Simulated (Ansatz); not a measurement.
Here is the system:

SrO:
```cif
data_O2Sr2
_chemical_formula_sum 'Sr2 O2'
_space_group_name_H-M_alt 'P 1'
_space_group_IT_number 1
_cell_length_a 4.18905
_cell_length_b 4.18905
_cell_length_c 5.04930
_cell_angle_alpha 90.000
_cell_angle_beta 90.000
_cell_angle_gamma 120.000
loop_
_space_group_symop_operation_xyz
  'x, y, z'
loop_
_atom_site_label
_atom_site_type_symbol
_atom_site_fract_x
_atom_site_fract_y
_atom_site_fract_z
_atom_site_occupancy
Sr1 Sr 0.33333 0.66667 0.75000 1
Sr2 Sr 0.66667 0.33333 0.25000 1
O1 O 0.33333 0.66667 0.25000 1
O2 O 0.66667 0.33333 0.75000 1
```

This is the LDA-relaxed structure.

Problem. All from plane-wave PAW LDA (Ansatz code), unless another level is named. Give the formation energy from the elements (no fitted shifts).

Solution. -2.84 eV/atom.

Problem. What about the hole effective mass?

Solution. 0.31, 3.9, 3.9 mₑ (principal values).

Problem. Predict the valence-band maximum.

Solution. at Γ.

Space group P6_3/mmc. The workflow started from a Materials Project entry (that database holds measured and hypothetical structures alike); the Crystallography Open Database copy checked does not list it. It is not the phase usual at ambient conditions (space group No. 225). The cell was relaxed with LDA under the symmetry of its start; its stability against distortions is not shown here. The references are the lowest solids computed at this level, not always the standard phases (solids in place of the gases). Spin–orbit coupling is left out wherever it is not named.

Potentials: the later of the program's two PAW sets.

Edges and masses are those of Kohn–Sham bands, whose gap is no quasiparticle gap.
